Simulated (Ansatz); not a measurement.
## Fermi surface of YS (Fm-3m)

```
CELL_PARAMETERS angstrom
0.00000 2.73033 2.73033
2.73033 0.00000 2.73033
2.73033 2.73033 0.00000
ATOMIC_POSITIONS crystal
Y 0.50000 0.50000 0.50000
S 0.00000 0.00000 0.00000
```

The conventional cell has a = 5.461 Å, b = 5.461 Å, c = 5.461 Å, α = 90.00°, β = 90.00°, γ = 90.00°. Y (atom 1) is surrounded by 6 S at 2.73 Å. S (atom 2) has 6 Y at 2.73 Å as nearest neighbours.

Level of theory, where no other is named: PBEsol, all-electron LAPW in Ansatz 0.2.0, scalar-relativistic. k mesh 12×12×12, fine mesh 16×16×16, Fermi-Dirac smearing of 0.100 eV, basis error target 1 meV/atom. The cell was relaxed by PAW under this functional.

Levels and slopes are solved on a 16×16×16 mesh, and each state is taken as quadratic over its cell.

**Question.** What is the density of states at the Fermi level, and which bare Sommerfeld coefficient follows?

**Answer.** N(E_F) = 0.452 states/eV/atom (both spins), so γ = (π²/3) k_B² N(E_F) = 1.07 mJ/(mol-atom K²) without electron-phonon or spin-fluctuation enhancement.

**Question.** What Drude plasma energy and σ/τ do the band velocities give?

**Answer.** (ħω_p,α)² = (e²/ε₀VN_k) Σ_nkσ (∂E/∂k_α)² δ(E − E_F) gives ħω_p = (6.99, 6.99, 6.99) eV along x, y, z, and σ/τ = ε₀ω_p² = 9.98×10²⁰ Ω⁻¹m⁻¹s⁻¹ along x. Weighted by the density of states, the mean Fermi speed is 0.837×10⁶ m/s; the surface has an area of 15.2 Å⁻² for each spin direction.

**Question.** Which bands cross the Fermi level, and what do they carry?

**Answer.** 

```tsv
band	filled part	N (states/eV/cell)	speed (10⁶ m/s)	5th to 95th percentile	area (Å⁻²)	filling
1	0.49	0.788	0.91	0.19 to 1.32	14.4	partly filled
2	0.01	0.0777	0.314	0.22 to 0.49	0.49	nearly empty
3	0.00	0.0382	0.374	0.29 to 0.49	0.286	nearly empty
```

**Question.** Map the plane k₃ = 0 of the mesh: how many bands lie under the Fermi level at each point, counted from the least on the plane?

**Answer.** k₁ runs to the right and k₂ upwards, each from −½ to ½ with 0 in the middle (the axes needn't be at right angles):
```
1111000000011111
1110000000111111
1100000000111111
1000000001111111
0000000001111111
0000000111111110
0000001231111000
0000001333100000
0000111132100000
0011111111000000
0111111100000000
1111111100000000
1111111000000001
1111111000000011
1111110000000111
1111100000001111
```

**Question.** On PAW files the program sums the optical response inside the mesh cells, interband lines and its own Drude term. Where does ε₁ rise through zero (a sharp plasmon if ε₂ is small there), and how much light is reflected?

**Answer.** 

- Fine mesh: 16, 16, 16
- Window top: 20 eV
- Line width: 0.15 eV
- Drude damping: 0.05 eV
- ε₁ rises through zero at x: 2.8, 12.39, 15.19, 17.85 eV
- ε₂ there x: 1.37, 1.5, 0.72, 0.26
- Plasma energy (x, y, z): 6.941, 6.941, 6.941 eV
- Reflectivity at 1 eV, x-polarised: 0.972
- Reflectivity at 2 eV, x-polarised: 0.8543
- Reflectivity at 3 eV, x-polarised: 0.08098

The plasma energy here is the program's own sum at the run's smearing; it differs from the value above by up to 1 %, through mesh and smearing.

**Question.** What does PAW give for the same cell?

**Answer.** N(E_F) = 0.452 states/eV/atom and ħω_p,x = 6.99 eV.

Limits of these numbers: these sums move with the mesh, by several per cent and more for small sheets; frozen-core PAW files fitted under PBE, their cores solved anew for the functional of the run.
